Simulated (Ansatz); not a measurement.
A geometry of Ti₃Al away from equilibrium: the start of the relaxation of a relaxed Ti3Al cell with one Ti and one Al atom exchanged in a cell of 8 atoms. The numbers are results of r2SCAN (plane waves to 500 eV, PAW, scalar-relativistic; Ansatz, a quantum-chemistry and plane-wave program), not measurements. Γ-centred k-mesh 7×7×7 on the run's cell (coarser than for final values), Fermi–Dirac smearing 0.05 eV.

```xyz
8
Lattice="5.7474 0.0000 0.0000 -2.8737 4.9774 0.0000 0.0000 0.0000 4.6316" Properties=species:S:1:pos:R:3:forces:R:3 pbc="T T T" free_energy=-16108.343 pressure_GPa=1.6
Ti     2.8737     3.2833     1.1579   -0.0276    0.0590    0.0000
Ti    -1.4066     4.1304     3.4737   -0.3246    0.5483    0.0000
Ti     1.4672     0.8471     1.1579   -0.1558   -0.0900    0.0000
Ti     0.0000     1.6941     3.4737    0.3126   -0.5553    0.0000
Ti     4.2803     0.8471     1.1579    0.0373   -0.0534    0.0000
Al     1.4066     4.1304     3.4737    0.2807    0.1620    0.0000
Al     0.0000     3.3183     1.1579    0.1206    0.0696    0.0000
Ti     2.8737     1.6591     3.4737   -0.2430   -0.1403    0.0000
```

Positions in Å, forces in eV/Å, free energy of the cell in eV (comparable only within this code, potentials and settings). Largest force: 0.64 eV/Å, on Ti2, Ti4 (atoms numbered as listed); the geometry lies 0.15 eV/atom above the end of its relaxation.

No spin polarisation in the result.

The run could not lose the symmetry of its start.
